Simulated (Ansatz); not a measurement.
BaTe:
```
BaTe
1.0
    0.00000     3.53167     3.53167
    3.53167     0.00000     3.53167
    3.53167     3.53167     0.00000
Ba Te
1 1
Cartesian
  0.00000   0.00000   0.00000
  3.53167   3.53167   3.53167
```

Relaxed with r²SCAN.

Q: Map the electron localisation function on the plane through (0.000, 0.000, 0.000) spanned by u = [1, 0, 0] and v = [0, 1, -1] in lattice vectors, from plane-wave PAW r²SCAN (Ansatz code).

A: x is the fraction of u, y of v (the angle between them is 90°; rows are the nearest grid lines); atoms in the plane: Ba at (0.00, 0.00), Te at (0.50, 0.50).
```
y \ x   0.000  0.0800  0.200  0.280  0.360  0.440  0.560  0.640  0.720  0.800  0.920   1.00
------  -----  ------  -----  -----  -----  -----  -----  -----  -----  -----  -----  -----
1.00    0.000   0.179  0.868  0.362  0.028  0.036  0.036  0.028  0.362  0.868  0.179  0.000
0.920   0.179   0.642  0.827  0.209  0.047  0.161  0.161  0.047  0.209  0.827  0.642  0.179
0.840   0.874   0.880  0.503  0.088  0.295  0.638  0.638  0.295  0.088  0.503  0.880  0.874
0.760   0.733   0.598  0.108  0.323  0.714  0.750  0.750  0.714  0.323  0.108  0.598  0.733
0.680   0.080   0.059  0.314  0.717  0.654  0.531  0.531  0.654  0.717  0.314  0.059  0.080
0.600   0.027   0.087  0.694  0.697  0.483  0.193  0.193  0.483  0.697  0.694  0.087  0.027
0.520   0.043   0.215  0.756  0.625  0.348  0.012  0.012  0.348  0.625  0.756  0.215  0.043
0.480   0.043   0.215  0.756  0.625  0.348  0.012  0.012  0.348  0.625  0.756  0.215  0.043
0.400   0.027   0.087  0.694  0.697  0.483  0.193  0.193  0.483  0.697  0.694  0.087  0.027
0.320   0.080   0.059  0.314  0.717  0.654  0.531  0.531  0.654  0.717  0.314  0.059  0.080
0.240   0.733   0.598  0.108  0.323  0.714  0.750  0.750  0.714  0.323  0.108  0.598  0.733
0.160   0.874   0.880  0.503  0.088  0.295  0.638  0.638  0.295  0.088  0.503  0.880  0.874
0.0800  0.179   0.642  0.827  0.209  0.047  0.161  0.161  0.047  0.209  0.827  0.642  0.179
0.000   0.000   0.179  0.868  0.362  0.028  0.036  0.036  0.028  0.362  0.868  0.179  0.000
```

The density is the valence pseudo-density with augmentation charge, so density and ELF within about 1 Å of a nucleus are not all-electron values.

Space group Fm-3m (rock salt). The cell was relaxed with r²SCAN under the symmetry of its start; of distortions, only those at the zone centre were tested. Scalar-relativistic: spin–orbit coupling is off unless named, which matters more the heavier the elements.

Potentials: the later of the program's two PAW sets.
